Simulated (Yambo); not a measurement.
Absorption of Cs$_{2}$PtH$_{6}$ (space group Fm-3m, No. 225) with and without the electron-hole interaction (Yambo, PBEsol bands; 4×4×4 mesh, 9 valence and 14 conduction bands, static screening with 88 bands and a 3 Ry block, scissor 2.22 eV, Tamm-Dancoff; field along x).

```
E (eV)  Im ε, BSE  Im ε, independent quasiparticles
------  ---------  --------------------------------
3.90         0.10                              0.04
4.00         0.11                              0.04
4.10         0.12                              0.04
4.20         0.14                              0.05
4.30         0.16                              0.05
4.40         0.18                              0.05
4.50         0.21                              0.06
4.60         0.26                              0.06
4.70         0.31                              0.06
4.80         0.40                              0.07
4.90         0.54                              0.08
5.00         0.77                              0.08
5.10         1.22                              0.09
5.20         2.14                              0.10
5.30         3.48                              0.11
5.40         3.49                              0.12
5.50         3.29                              0.14
5.60         3.93                              0.16
5.70         3.20                              0.19
5.80         2.08                              0.23
5.90         1.69                              0.29
6.00         1.85                              0.38
6.10         2.23                              0.47
6.20         2.67                              0.56
6.30         3.17                              0.76
6.40         3.28                              1.20
6.50         3.16                              1.87
6.60         2.79                              2.09
6.70         2.87                              2.07
6.80         3.79                              2.49
6.90         4.71                              3.18
7.00         4.46                              3.18
7.10         3.31                              2.90
7.20         2.38                              2.74
7.30         2.08                              2.98
7.40         2.19                              3.74
7.50         1.99                              4.70
7.60         1.73                              5.05
7.70         1.61                              5.12
7.80         1.61                              4.17
7.90         1.65                              3.03
8.00         1.67                              2.58
8.10         1.70                              2.37
8.20         1.70                              2.41
8.30         1.66                              2.83
8.40         1.65                              3.02
8.50         1.90                              2.64
8.60         2.28                              2.39
8.70         2.29                              1.98
8.80         2.38                              1.73
8.90         2.48                              1.66
9.00         2.31                              1.52
9.10         2.01                              1.74
9.20         1.86                              2.09
9.30         2.05                              1.97
9.40         2.13                              1.80
9.50         2.04                              1.89
9.60         1.82                              1.86
9.70         1.76                              1.81
9.80         1.90                              1.80
9.90         2.24                              2.02
10.00        2.06                              2.27
10.10        1.68                              2.53
10.20        1.41                              2.77
10.30        1.31                              2.38
10.40        1.23                              2.12
10.50        1.09                              2.28
10.60        1.04                              2.42
10.70        1.05                              2.39
10.80        1.08                              2.45
```

The scissor comes from a G0W0 run whose convergence isn't established. Broadening 0.15 eV. The band window holds all transitions up to 12.3 eV. Fine structure above the onset can come from the mesh.

Without spin-orbit coupling, band edges of such heavy elements can be off by tenths of an eV.

Geometry of the Materials Project entry, not relaxed at this level; primitive cell a = b = c = 6.3444 Å, α = β = γ = 60.00°.

The structure is a Materials Project entry; no match was found in the copy of COD used, and its stability was not checked.
